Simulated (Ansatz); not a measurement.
Lu6MgWO12, one structure, two calculations

Cell: a computed structure from the Materials Project (it need not be an observed phase), taken as it stands.

```cif
data_Lu6MgWO12
_symmetry_space_group_name_H-M 'R-3:H'
_symmetry_Int_Tables_number 148
_cell_length_a 9.3417
_cell_length_b 9.3417
_cell_length_c 10.5725
_cell_angle_alpha 90.000
_cell_angle_beta 90.000
_cell_angle_gamma 120.000
loop_
_atom_site_label
_atom_site_type_symbol
_atom_site_symmetry_multiplicity
_atom_site_Wyckoff_symbol
_atom_site_fract_x
_atom_site_fract_y
_atom_site_fract_z
Mg Mg 3 b 0.0000 0.0000 0.5000
Lu Lu 18 f 0.7768 0.7392 0.3019
W W 3 a 0.0000 0.0000 0.0000
O9 O 18 f 0.5129 0.8744 0.5677
O11 O 18 f 0.8109 0.9725 0.3778
```

One atom of each set is listed; the run and its k-mesh use a cell of 20 atoms with edges of 6.44, 6.44, 6.44 Å.

First run. Method: Kohn–Sham DFT in Ansatz, PBE, plane waves and PAW, scalar-relativistic, collinear spin, 420 eV cutoff, Γ-centred 3×3×3 k-points, Fermi–Dirac smearing 0.02 eV. Start moments as typed (μB): 2 on each W, none on the rest.

```
site  V_zz (10²¹ V/m²)     η  m (μB)
  Mg             -0.39  0.00    0.00
  Lu             -20.1  0.47    0.00
   W             -1.45  0.00    0.95
  O9              2.93  0.34    0.03
 O11              0.88  0.80    0.00
```

Second run. The same atoms and settings, except that the mesh is 5×5×5 and the Fermi–Dirac smearing is 0.05 eV.

**Question.** What does the second run give?

**Answer.** 

| site | V_zz | η | change of V_zz | m (μB) |
| --- | --- | --- | --- | --- |
| Mg | -0.39 | 0.00 | 0.00 | 0.00 |
| Lu | -20.0 | 0.47 | +0.02 | 0.00 |
| W | -1.16 | 0.00 | +0.29 | 0.95 |
| O9 | 2.94 | 0.32 | +0.01 | 0.03 |
| O11 | 0.88 | 0.81 | 0.00 | 0.00 |

The largest change of V_zz is on W, from -1.45 to -1.16.

The largest force is 0.7 eV/Å, so the atoms aren't at the calculated equilibrium and relaxing them would move these values. Without spin–orbit coupling the gradients at and beside Lu and W can be off by some per cent, at some sites by more. Semilocal functionals make gaps too small and can close them, so the real compound need not be a metal. All moments are parallel here, as the start or the cell imposes; many such compounds order antiparallel, where fields and spin densities carried over to other atoms largely cancel. The magnetic order is the one that the run reached from its start moments, not necessarily the measured one.
